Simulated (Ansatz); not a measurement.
Y:
```
CELL_PARAMETERS angstrom
      0.00000     2.45089     2.45089
      2.45089     0.00000     2.45089
      2.45089     2.45089     0.00000
ATOMIC_POSITIONS crystal
  Y  0.00000 0.00000 0.00000
```

Relaxed with LDA.

Task: List the phonon frequencies at the special points (DFPT on a 5×5×5 q-mesh, Fourier-interpolated; the program Ansatz at the LDA level (PAW)).

Result: In cm⁻¹.

```
q  frequencies
-  -----------
Γ        0 0 0
X  133 133 139
U  111 121 133
K  111 121 133
L    65 65 134
W   99 134 134
```

Space group Fm-3m (fcc (Cu type)). The workflow started from a Materials Project entry (that database holds measured and hypothetical structures alike); the Crystallography Open Database files this formula in space group No. 225, but the cells were not matched. It is not the phase usual at ambient conditions (space group No. 194). The cell was relaxed with LDA under the symmetry of its start; whether a distortion lowers the energy is not shown. The run is not spin-polarised. As this level gives no gap, phonon frequencies hold no LO–TO term and depend on the k-mesh and smearing (Fermi–Dirac, 0.1 eV here).

Potentials: the earlier of the program's two PAW sets. The files were generated under PBE; for other functionals the program regenerates the frozen cores, and for LDA and PBEsol the local potential too.
